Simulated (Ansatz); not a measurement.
Cu₃PdN:
```yaml
crystal:
  lattice:
    - [3.81984, 0.00000, 0.00000]
    - [0.00000, 3.81984, 0.00000]
    - [0.00000, 0.00000, 3.81984]
  atoms:
    - { symbol: Cu, position: [0.50000, 0.00000, 0.00000] }
    - { symbol: Cu, position: [0.00000, 0.50000, 0.00000] }
    - { symbol: Cu, position: [0.00000, 0.00000, 0.50000] }
    - { symbol: Pd, position: [0.50000, 0.50000, 0.50000] }
    - { symbol: N, position: [0.00000, 0.00000, 0.00000] }
```

Relaxed with PBEsol. Special points in fractions of this cell's reciprocal vectors: Γ (0.000, 0.000, 0.000); X (0.000, 0.500, 0.000); M (0.500, 0.500, 0.000); R (0.500, 0.500, 0.500).

Question: List the band energies nearest the Fermi level at these points for PBEsol with spin–orbit coupling (plane waves, PAW; program Ansatz).

Answer: In eV from the Fermi level; about four levels below and three above (degenerate sets whole), none deeper than 8.9 eV; points with the same levels are listed once.

```csv
k,below,above
Γ,-1.00 -1.00 -0.12 -0.12,4.36 4.36 4.68 4.68 4.68 4.68
X,-1.77 -1.77 -1.15 -1.15,0.35 0.35 1.90 1.90
M,-1.87 -1.87 -1.38 -1.38,0.08 0.08 3.37 3.37
R,-1.13 -1.13 -1.13 -1.13,0.19 0.19 0.19 0.19
```

Space group Pm-3m (anti-perovskite). The workflow started from a Materials Project entry (that database holds measured and hypothetical structures alike); the Crystallography Open Database copy checked does not list it. Whether it is the stable phase at ambient conditions was not checked. The cell was relaxed with PBEsol under the symmetry of its start; its stability against distortions is not shown here. The run is not spin-polarised. A small band overlap can be real or an error of a semilocal functional.

Potentials: the later of the program's two PAW sets.
